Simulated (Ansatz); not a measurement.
HfTeSe:
Space group P3m1 (No. 156); a = b = 3.880 Å, c = 6.599 Å, α = β = 90.00°, γ = 120.00°

```csv
atom,site,symmetry,x,y,z
Hf,1a,3m.,0.0000,0.0000,0.9816
Te,1c,3m.,0.6667,0.3333,0.2576
Se,1b,3m.,0.3333,0.6667,0.7608
```

Relaxed with r²SCAN+D4.

Task: Which orbitals make up the states near the band edges in plane-wave PAW r²SCAN+D4 (Ansatz code)?

Result: Top 1 eV of the valence band: Te 5p 55 %, Se 4p 22 %, Hf 5d 20 %. Bottom 1 eV of the conduction band: Hf 5d 78 %, Se 4p 9 %, Te 5p 7 %. Projections are on Löwdin-orthogonalised atomic valence shells; empty p or d shells of many metals are not among them.

Task: Tabulate the density of states.

Result: States/eV per cell of 3 atoms, in 0.25 eV bins, energy from the valence-band maximum.

```csv
E (eV),total,Hf 5d,Se 4p,Te 5p
-7.85,0.00,0.00,0.00,0.00
-7.60,0.00,0.00,0.00,0.00
-7.35,0.00,0.00,0.00,0.00
-7.10,0.00,0.00,0.00,0.00
-6.85,0.00,0.00,0.00,0.00
-6.60,0.00,0.00,0.00,0.00
-6.35,0.00,0.00,0.00,0.00
-6.10,0.00,0.00,0.00,0.00
-5.85,0.00,0.00,0.00,0.00
-5.60,0.61,0.12,0.24,0.13
-5.35,1.40,0.25,0.59,0.30
-5.10,2.32,0.37,1.07,0.45
-4.85,2.22,0.36,1.04,0.43
-4.60,1.32,0.24,0.60,0.28
-4.35,3.39,0.52,1.41,1.26
-4.10,3.49,0.62,1.73,0.87
-3.85,1.51,0.36,0.79,0.27
-3.60,2.57,0.60,1.30,0.56
-3.35,5.67,1.74,3.03,0.76
-3.10,4.60,1.12,2.00,1.31
-2.85,1.77,0.40,0.49,0.79
-2.60,1.77,0.37,0.42,0.88
-2.35,2.40,0.42,0.44,1.39
-2.10,2.62,0.38,0.58,1.51
-1.85,2.89,0.41,0.64,1.69
-1.60,2.85,0.42,0.62,1.68
-1.35,1.89,0.33,0.41,1.08
-1.10,1.12,0.21,0.26,0.62
-0.85,0.84,0.17,0.19,0.46
-0.60,0.42,0.09,0.09,0.23
-0.35,0.27,0.05,0.06,0.15
-0.10,0.06,0.01,0.02,0.04
0.15,0.13,0.10,0.02,0.01
0.40,1.04,0.78,0.12,0.07
0.65,1.46,1.10,0.15,0.12
0.90,2.25,1.77,0.18,0.17
1.15,2.18,1.74,0.15,0.19
1.40,1.27,0.98,0.09,0.14
1.65,1.15,0.84,0.10,0.15
1.90,1.93,1.36,0.19,0.30
2.15,2.98,2.19,0.23,0.41
2.40,3.04,2.43,0.16,0.31
2.65,6.41,5.24,0.22,0.46
2.90,0.15,0.11,0.01,0.02
3.15,0.00,0.00,0.00,0.00
3.40,0.01,0.00,0.00,0.00
3.65,3.54,1.92,0.56,0.40
3.90,3.71,1.74,0.54,0.50
4.15,2.58,1.15,0.41,0.44
4.40,2.92,1.24,0.42,0.50
4.65,2.41,0.95,0.30,0.38
4.90,1.01,0.31,0.11,0.13
```

The first step of the workflow began from a Materials Project structure, measured or hypothetical; the Crystallography Open Database copy checked does not list it. Whether it is the stable phase at ambient conditions was not checked. Symmetry was held in the r²SCAN+D4 relaxation; its stability against distortions is not shown here. The run is not spin-polarised. Scalar-relativistic: spin–orbit coupling is off unless named, which matters more the heavier the elements.

Potentials: the later of the program's two PAW sets.
